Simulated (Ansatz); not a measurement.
AlV₂C in space group P6_3/mmc (No. 194; Al on 2d, V on 4f, C on 2a) at seven volumes, the program Ansatz at the r²SCAN level (PAW), shape and atoms relaxed at each. One row is withheld.

```
V (Å³/atom)  P (GPa)
-----------  -------
10.763         21.22
11.118         13.02
11.473          6.04
11.828          0.00
12.183         -5.14
12.538             ?
12.892        -13.24
```

### Question
Fit the shown pressures and predict the withheld one.

### Answer
P = (3/2)B₀(x^(7/2) − x^(5/2))[1 + (3/4)(B′ − 4)(x − 1)] with x = (V₀/V)^(2/3). Least squares on the six rows gives V₀ = 11.829 Å³/atom, B₀ = 184 GPa, B′ = 4.19. At V = 12.538, x = 0.9619 and P = -9.48 GPa. The run itself gave -9.54 GPa.

The r²SCAN relaxation kept the symmetry of its start. The workflow began spin-polarised and lost its moments.

Potentials: the later of the program's two PAW sets.
